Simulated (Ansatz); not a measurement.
Relaxed Sn (beta-Sn type, space group I4_1/amd):

```yaml
crystal:
  lattice:
    - [-2.91651, 2.91651, 1.57919]
    - [2.91651, -2.91651, 1.57919]
    - [2.91651, 2.91651, -1.57919]
  atoms:
    - { symbol: Sn, position: [0.75000, 0.25000, 0.50000] }
    - { symbol: Sn, position: [0.00000, 0.00000, 0.00000] }
```

All values below come from PBEsol (plane waves to 420 eV, PAW, scalar-relativistic; Ansatz, a quantum-chemistry and plane-wave program). k mesh 13×13×13 (Γ-centred), Fermi-Dirac smearing 0.05 eV. With partly filled bands, energies and forces of such displacements shift with the k mesh and the smearing. Sn was relaxed with its symmetry unable to fall.

One atom of the cell was then moved (with its periodic images), all else fixed, and the forces (eV/Å) came out as:

```
atom     Fx      Fy      Fz
----  -----  ------  ------
Sn1   0.000   8.062   3.427
Sn2   0.000  -8.062  -3.427
```

With two atoms only their relative shift counts; take Sn1 as fixed.

### Question
Which atom was moved, and by which vector (Å)?

### Answer
Sn2, by (0.00, 0.88, -0.24), 0.91 Å in all.

(A displaced cell: forces are minus the slopes of the energy, force constants its curvatures, and phonons follow from these.)
